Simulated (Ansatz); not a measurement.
Hf (hcp (Mg type), space group No. 194) is relaxed with plane-wave PAW LDA (Ansatz code). What lattice parameters of the conventional cell result?

a = 3.121 Å, c = 4.939 Å.

Space group P6_3/mmc (hcp (Mg type)). The LDA relaxation kept the symmetry of its start; of distortions, only those at the zone centre were tested. No spin polarisation was allowed. Axis ratios of metals converge slowly with the k-mesh, so a and c are less sure than the volume. Spin–orbit coupling is left out wherever it is not named.

Potentials: the earlier of the program's two PAW sets.
